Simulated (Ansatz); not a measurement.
**In₃As: moving As off its site**

In₃As, Pm-3m, a = 4.602 Å. The structure is a Materials Project entry; whether it is the stable form wasn't checked. Ansatz: PBE+D3(BJ), PAW, 420 eV, Γ-centred 10×10×10 mesh on 4 atoms, Gaussian smearing 0.15 eV; no spin polarisation.

```
In As
1.0
     4.60214    0.00000    0.00000
     0.00000    4.60214    0.00000
     0.00000    0.00000    4.60214
In As
3 1
Direct
  0.00000 0.50000 0.50000
  0.50000 0.00000 0.50000
  0.50000 0.50000 0.00000
  0.00000 0.00000 0.00000
```

Atom 4 (As) moves by x along the unit vector (0.000, 0.000, 1.000), with its periodic images; all else is held. y is the free energy of the cell over the start, F the force along the path summed over the moved atoms. Symmetry makes y even in x.

| x (Å) | y (meV) | F (eV/Å) |
| --- | --- | --- |
| -0.450 | ? | ? |
| -0.150 | -4.95 | -0.06 |
| 0.000 | 0.00 | 0.00 |
| 0.075 | -1.37 | 0.04 |
| 0.225 | -9.14 | 0.05 |
| 0.300 | -11.71 | 0.01 |
| 0.375 | -9.79 | -0.07 |

Question: Fit y = c2 x² + c4 x⁴ to the energies of the other rows, give the force constant, and predict energy and force of the missing row.

Answer: Least squares on the rows shown. y = −241.9 x² + 1227 x⁴. The force constant is 2 c2 = -0.484 eV/Å², negative: the site is a maximum along this line (for all images moving together, not for a lone atom). The force −dy/dx at the missing row is 0.23 eV/Å (computed 0.19). At x = -0.450 the fit asked for gives 1.33 meV. The run gave -0.36 meV, so the fit is 1.69 meV too high, 14 % of the span of the series, against an rms of 0.09 meV on the fitted rows. The row lies outside the fitted range. With a term in x⁶ added, a fit to the same known rows predicts -0.69 meV, so most of the miss is curvature that the known rows already hold.

Cost: 7 runs of about 2.2 core-minutes in all, on Intel Xeon 6975P-C (Granite Rapids) (shared hosts).